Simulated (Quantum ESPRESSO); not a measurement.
In3Mo3RuCu, one run as intended and one with a planted mistake

A calculation, not a measurement. The program is pw.x of Quantum ESPRESSO 7.5 (plane-wave density functional theory). The cell is made up: eight metal atoms on a hexagonal close-packed lattice, with elements, volume, strain and displacements drawn at random and not relaxed, so it may be unstable or far from any real phase. PseudoDojo standard norm-conserving files set the functional (PBE unless stated); there is no spin polarisation or spin-orbit coupling, the Fermi-Dirac width of 0.25 eV means electrons at about 2900 K, and the masses in the input are unused placeholders. The copper pseudopotential is less sure than most, with forces differing by about three percent and pressure by about two GPa from a second method on plain copper. A spin test at this wide smearing found no moment, but such smearing suppresses magnetism that the real alloy may have.

Intended input:

```
&control calculation='scf', pseudo_dir='./dojo.nc.sr.pbe.v0_5.standard.upf', outdir='./o', disk_io='minimal', tprnfor=.true., tstress=.true. /
&system ibrav=0, nat=8, ntyp=4, nbnd=72, ecutwfc=92.02030273, nosym=.true., tot_charge=0,
 occupations='smearing', smearing='fd', degauss=0.0183746611
/
&electrons conv_thr=1.470e-08, electron_maxstep=70, mixing_beta=0.5 /
ATOMIC_SPECIES
Cu 1.0 Cu.upf
In 1.0 In.upf
Mo 1.0 Mo.upf
Ru 1.0 Ru.upf
CELL_PARAMETERS angstrom
2.8035 -0.0486 -0.0148
1.4684 -2.467 -4.6687
1.3001 7.211 -4.6204
ATOMIC_POSITIONS angstrom
In 0.0117 -0.0075 -0.0158
In 1.4521 2.3633 -4.5262
Mo 1.4319 -0.7566 -2.317
In 2.7745 1.6391 -7.0748
Ru 2.5581 4.867 -4.6704
Mo 2.774 -0.1704 -4.6675
Mo 2.6827 1.4009 -2.3926
Cu 4.1093 3.9259 -6.9254
K_POINTS automatic
9 5 3 1 1 1
```

The log is shortened where brackets say so; the opening notice, blank lines, dates and the lines on written files are dropped, and the path of the files is cut. It prints rydbergs, bohrs and kilobars, and counts compression as positive stress. Its total energy is the free energy E - TS of the whole cell.

Log of the intended run:

```
     Program PWSCF v.7.5
     Parallel version (MPI & OpenMP), running on       4 processor cores
     Number of MPI processes:                 4
     Threads/MPI process:                     1
     [start-up lines left out]
     bravais-lattice index     =            0
     lattice parameter (alat)  =       5.2987  a.u.
     unit-cell volume          =     850.9614 (a.u.)^3
     number of atoms/cell      =            8
     number of atomic types    =            4
     number of electrons       =       116.00
     number of Kohn-Sham states=           72
     kinetic-energy cutoff     =      92.0203  Ry
     charge density cutoff     =     368.0812  Ry
     scf convergence threshold =      1.5E-08
     mixing beta               =       0.5000
     number of iterations used =            8  plain     mixing
     Exchange-correlation= PBE
                           (   1   4   3   4   0   0   0)
     [axes and pseudopotential details left out]
   Cartesian axes
     site n.     atom                  positions (alat units)
         1        In     tau(   1) = (   0.0041727  -0.0026748  -0.0056349  )
         2        In     tau(   2) = (   0.5178747   0.8428436  -1.6142169  )
         3        Mo     tau(   3) = (   0.5106706  -0.2698326  -0.8263312  )
         4        In     tau(   4) = (   0.9894933   0.5845661  -2.5231456  )
         5        Ru     tau(   5) = (   0.9123168   1.7357593  -1.6656441  )
         6        Mo     tau(   6) = (   0.9893150  -0.0607712  -1.6646099  )
         7        Mo     tau(   7) = (   0.9567539   0.4996148  -0.8532931  )
         8        Cu     tau(   8) = (   1.4655343   1.4001268  -2.4698638  )
     number of k points=    68  Fermi-Dirac smearing, width (Ry)=  0.0184
                       cart. coord. in units 2pi/alat
        k(    1) = (   0.0556389   0.0205492  -0.0534176), wk =   0.0296296
        k(    2) = (   0.0528166  -0.1731564   0.0480512), wk =   0.0296296
     [further k points left out]
     Dense  grid:   101495 G-vectors     FFT dimensions: (  36,  64, 100)
     Estimated max dynamical RAM per process >     409.05 MB
     Estimated total dynamical RAM >       1.53 GB
     Initial potential from superposition of free atoms
     starting charge     115.9829, renormalised to     116.0000
     Starting wfcs are   77 randomized atomic wfcs
     total cpu time spent up to now is        6.8 secs
     per-process dynamical memory:   339.6 Mb
     Self-consistent Calculation
     iteration #  1     ecut=    92.02 Ry     beta= 0.50
     Davidson diagonalization with overlap
     ethr =  1.00E-02,  avg # of iterations =  4.7
     total cpu time spent up to now is       24.0 secs
     total energy              =   -1396.30354102 Ry
     estimated scf accuracy    <       7.77908311 Ry
     iteration #  2     ecut=    92.02 Ry     beta= 0.50
     Davidson diagonalization with overlap
     ethr =  6.71E-03,  avg # of iterations =  3.1
     total cpu time spent up to now is       42.9 secs
     total energy              =   -1392.75185795 Ry
     estimated scf accuracy    <     128.01605548 Ry
     [iterations 3 to 17 left out]
     iteration # 18     ecut=    92.02 Ry     beta= 0.50
     Davidson diagonalization with overlap
     ethr =  8.22E-11,  avg # of iterations =  2.0
     total cpu time spent up to now is      274.3 secs
     total energy              =   -1401.49662318 Ry
     estimated scf accuracy    <       0.00000006 Ry
     iteration # 19     ecut=    92.02 Ry     beta= 0.50
     Davidson diagonalization with overlap
     ethr =  5.30E-11,  avg # of iterations =  1.0
     total cpu time spent up to now is      286.4 secs
     End of self-consistent calculation
     [lines on levels left out]
!    total energy              =   -1401.49662318 Ry
     estimated scf accuracy    <          4.1E-09 Ry
     smearing contrib. (-TS)   =      -0.10620369 Ry
     internal energy E=F+TS    =   -1401.39041949 Ry
     The total energy is F=E-TS. E is the sum of the following terms:
     one-electron contribution =    -413.79526476 Ry
     hartree contribution      =     297.63781254 Ry
     xc contribution           =    -263.76407793 Ry
     ewald contribution        =   -1021.46888934 Ry
     convergence has been achieved in  19 iterations
     Forces acting on atoms (cartesian axes, Ry/au):
     atom    1 type  2   force =    -0.02146856   -0.04380496    0.06914733
     atom    2 type  2   force =    -0.02469020    0.02196686   -0.07567773
     atom    3 type  3   force =     0.00212391   -0.05149533   -0.02592269
     atom    4 type  2   force =    -0.01395994    0.00470443    0.02508731
     atom    5 type  4   force =     0.03110830   -0.01810979   -0.04191162
     atom    6 type  3   force =     0.02704816    0.04635753   -0.01399927
     atom    7 type  3   force =    -0.00122110    0.01715013    0.04925409
     atom    8 type  1   force =     0.00105943    0.02323113    0.01402260
     Total force =     0.166562     Total SCF correction =     0.000386
     Computing stress (Cartesian axis) and pressure
          total   stress  (Ry/bohr**3)                   (kbar)     P=      210.54
   0.00170584   0.00005708   0.00002415          250.94        8.40        3.55
   0.00005708   0.00128486   0.00012281            8.40      189.01       18.07
   0.00002415   0.00012281   0.00130297            3.55       18.07      191.67
     init_run     :      6.31s CPU      6.59s WALL (       1 calls)
     electrons    :    271.56s CPU    279.57s WALL (       1 calls)
     forces       :      2.05s CPU      2.06s WALL (       1 calls)
     stress       :      7.27s CPU      7.28s WALL (       1 calls)
     [timing details left out]
     PWSCF        :   4m47.40s CPU   4m55.78s WALL
     JOB DONE.
```

A second run has one planted mistake: two atoms have their elements exchanged. The input lines that differ:

```
- In 0.0117 -0.0075 -0.0158
+ Mo 0.0117 -0.0075 -0.0158
- Mo 1.4319 -0.7566 -2.317
+ In 1.4319 -0.7566 -2.317
```

Its log:

```
     Program PWSCF v.7.5
     Parallel version (MPI & OpenMP), running on       4 processor cores
     Number of MPI processes:                 4
     Threads/MPI process:                     1
     [start-up lines left out]
     bravais-lattice index     =            0
     lattice parameter (alat)  =       5.2987  a.u.
     unit-cell volume          =     850.9614 (a.u.)^3
     number of atoms/cell      =            8
     number of atomic types    =            4
     number of electrons       =       116.00
     number of Kohn-Sham states=           72
     kinetic-energy cutoff     =      92.0203  Ry
     charge density cutoff     =     368.0812  Ry
     scf convergence threshold =      1.5E-08
     mixing beta               =       0.5000
     number of iterations used =            8  plain     mixing
     Exchange-correlation= PBE
                           (   1   4   3   4   0   0   0)
     [axes and pseudopotential details left out]
   Cartesian axes
     site n.     atom                  positions (alat units)
         1        Mo     tau(   1) = (   0.0041727  -0.0026748  -0.0056349  )
         2        In     tau(   2) = (   0.5178747   0.8428436  -1.6142169  )
         3        In     tau(   3) = (   0.5106706  -0.2698326  -0.8263312  )
         4        In     tau(   4) = (   0.9894933   0.5845661  -2.5231456  )
         5        Ru     tau(   5) = (   0.9123168   1.7357593  -1.6656441  )
         6        Mo     tau(   6) = (   0.9893150  -0.0607712  -1.6646099  )
         7        Mo     tau(   7) = (   0.9567539   0.4996148  -0.8532931  )
         8        Cu     tau(   8) = (   1.4655343   1.4001268  -2.4698638  )
     number of k points=    68  Fermi-Dirac smearing, width (Ry)=  0.0184
                       cart. coord. in units 2pi/alat
        k(    1) = (   0.0556389   0.0205492  -0.0534176), wk =   0.0296296
        k(    2) = (   0.0528166  -0.1731564   0.0480512), wk =   0.0296296
     [further k points left out]
     Dense  grid:   101495 G-vectors     FFT dimensions: (  36,  64, 100)
     Estimated max dynamical RAM per process >     409.05 MB
     Estimated total dynamical RAM >       1.53 GB
     Initial potential from superposition of free atoms
     starting charge     115.9829, renormalised to     116.0000
     Starting wfcs are   77 randomized atomic wfcs
     total cpu time spent up to now is        7.2 secs
     per-process dynamical memory:   339.6 Mb
     Self-consistent Calculation
     iteration #  1     ecut=    92.02 Ry     beta= 0.50
     Davidson diagonalization with overlap
     ethr =  1.00E-02,  avg # of iterations =  4.8
     total cpu time spent up to now is       24.0 secs
     total energy              =   -1396.85204566 Ry
     estimated scf accuracy    <       7.01579638 Ry
     iteration #  2     ecut=    92.02 Ry     beta= 0.50
     Davidson diagonalization with overlap
     ethr =  6.05E-03,  avg # of iterations =  3.2
     total cpu time spent up to now is       42.9 secs
     total energy              =   -1393.77748621 Ry
     estimated scf accuracy    <     115.74645253 Ry
     [iterations 3 to 15 left out]
     iteration # 16     ecut=    92.02 Ry     beta= 0.50
     Davidson diagonalization with overlap
     ethr =  2.01E-10,  avg # of iterations =  2.0
     total cpu time spent up to now is      254.0 secs
     total energy              =   -1401.48905734 Ry
     estimated scf accuracy    <       0.00000003 Ry
     iteration # 17     ecut=    92.02 Ry     beta= 0.50
     Davidson diagonalization with overlap
     ethr =  3.01E-11,  avg # of iterations =  2.0
     total cpu time spent up to now is      268.7 secs
     End of self-consistent calculation
     [lines on levels left out]
!    total energy              =   -1401.48905734 Ry
     estimated scf accuracy    <          4.8E-09 Ry
     smearing contrib. (-TS)   =      -0.09578028 Ry
     internal energy E=F+TS    =   -1401.39327706 Ry
     The total energy is F=E-TS. E is the sum of the following terms:
     one-electron contribution =    -414.16242544 Ry
     hartree contribution      =     297.69293594 Ry
     xc contribution           =    -263.72528124 Ry
     ewald contribution        =   -1021.19850631 Ry
     convergence has been achieved in  17 iterations
     Forces acting on atoms (cartesian axes, Ry/au):
     atom    1 type  3   force =     0.00389475   -0.02231721    0.04835759
     atom    2 type  2   force =    -0.02788931    0.02484427   -0.07532074
     atom    3 type  2   force =    -0.04162400   -0.16198507   -0.00186756
     atom    4 type  2   force =    -0.01373861    0.00501020    0.02018256
     atom    5 type  4   force =     0.02608813    0.02014965   -0.01193590
     atom    6 type  3   force =     0.00732827    0.00300717   -0.05006184
     atom    7 type  3   force =     0.04131477    0.11086911    0.07211367
     atom    8 type  1   force =     0.00462601    0.02042189   -0.00146778
     Total force =     0.248906     Total SCF correction =     0.000449
     Computing stress (Cartesian axis) and pressure
          total   stress  (Ry/bohr**3)                   (kbar)     P=      207.52
   0.00164803   0.00015833   0.00002014          242.43       23.29        2.96
   0.00015833   0.00132379   0.00011738           23.29      194.74       17.27
   0.00002014   0.00011738   0.00126023            2.96       17.27      185.39
     init_run     :      6.86s CPU      7.14s WALL (       1 calls)
     electrons    :    255.50s CPU    261.46s WALL (       1 calls)
     forces       :      2.14s CPU      2.15s WALL (       1 calls)
     stress       :      7.31s CPU      7.31s WALL (       1 calls)
     [timing details left out]
     PWSCF        :   4m31.89s CPU   4m38.22s WALL
     JOB DONE.
```

|  | intended run | run with the mistake |
| --- | --- | --- |
| free energy (eV) | -19068.333 | -19068.230 |
| entropy term -TS, part of it (eV) | -1.445 | -1.303 |
| pressure (GPa) | 21.05 | 20.75 |
| size of the largest force component (eV/Å) | 1.946 | 4.165 |
| largest change of a force component (eV/Å) |  | 2.841 |
| iterations | 19 | 17 |

For scale, a rerun of the intended cell at a higher cutoff and on a denser mesh moved values by no more than 0.004 eV in energy, 0.05 GPa in stress and 0.010 eV/Å in force, and a second program with other atomic files agreed on that cell to 2 % rms in force and 0.5 GPa in pressure.